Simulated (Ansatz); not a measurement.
Sn:
```cif
data_Sn2
_chemical_formula_sum 'Sn2'
_space_group_name_H-M_alt 'P 1'
_space_group_IT_number 1
_cell_length_a 4.42798
_cell_length_b 4.42798
_cell_length_c 4.42798
_cell_angle_alpha 97.200
_cell_angle_beta 97.200
_cell_angle_gamma 138.532
loop_
_space_group_symop_operation_xyz
  'x, y, z'
loop_
_atom_site_label
_atom_site_type_symbol
_atom_site_fract_x
_atom_site_fract_y
_atom_site_fract_z
_atom_site_occupancy
Sn1 Sn 0.75000 0.25000 0.50000 1
Sn2 Sn 0.00000 0.00000 0.00000 1
```

Relaxed with PBEsol.

Question: Which orbitals make up the states near the Fermi level in plane-wave PAW PBEsol (Ansatz code)?

Answer: Within 0.5 eV of the Fermi level: Sn 5p 82 %, Sn 5s 16 %. Projections are on Löwdin-orthogonalised atomic valence shells; empty p or d shells of many metals are not among them.

Question: Tabulate the density of states.

Answer: States/eV per cell of 2 atoms, in 0.25 eV bins, energy from the Fermi level.

```
E (eV)  total  Sn 5p  Sn 5s
------  -----  -----  -----
-7.85    0.76   0.26   0.49
-7.60    0.87   0.27   0.59
-7.35    0.87   0.27   0.60
-7.10    0.90   0.27   0.62
-6.85    1.01   0.28   0.73
-6.60    0.94   0.24   0.69
-6.35    0.55   0.18   0.37
-6.10    0.49   0.17   0.31
-5.85    0.49   0.17   0.31
-5.60    0.52   0.18   0.34
-5.35    0.69   0.27   0.42
-5.10    0.53   0.21   0.32
-4.85    0.43   0.18   0.25
-4.60    0.44   0.23   0.21
-4.35    0.45   0.26   0.18
-4.10    0.45   0.29   0.16
-3.85    0.66   0.51   0.15
-3.60    0.86   0.71   0.15
-3.35    0.91   0.75   0.16
-3.10    0.91   0.74   0.16
-2.85    0.89   0.73   0.15
-2.60    0.92   0.76   0.15
-2.35    0.94   0.80   0.13
-2.10    1.02   0.89   0.12
-1.85    1.10   0.97   0.12
-1.60    1.21   1.07   0.12
-1.35    1.34   1.20   0.12
-1.10    1.24   1.11   0.12
-0.85    1.11   0.98   0.12
-0.60    1.03   0.89   0.13
-0.35    0.97   0.81   0.14
-0.10    0.94   0.77   0.14
0.15     0.93   0.75   0.16
0.40     0.95   0.75   0.17
0.65     0.97   0.75   0.19
0.90     1.02   0.77   0.20
1.15     0.94   0.71   0.18
1.40     0.86   0.66   0.16
1.65     0.96   0.73   0.18
1.90     1.04   0.80   0.19
2.15     0.99   0.76   0.18
2.40     1.06   0.81   0.17
2.65     1.18   0.91   0.16
2.90     1.20   0.91   0.14
3.15     1.19   0.86   0.12
3.40     1.28   0.91   0.12
3.65     1.34   0.95   0.11
3.90     1.49   1.08   0.11
4.15     1.64   1.19   0.12
4.40     1.53   1.11   0.11
4.65     1.40   1.03   0.10
```

Space group I4_1/amd (β-Sn type). Symmetry was held in the PBEsol relaxation. Scalar-relativistic: spin–orbit coupling is off unless named, which matters more the heavier the elements.

Potentials: the earlier of the program's two PAW sets. The files were generated under PBE; for other functionals the program regenerates the frozen cores, and for LDA and PBEsol the local potential too.
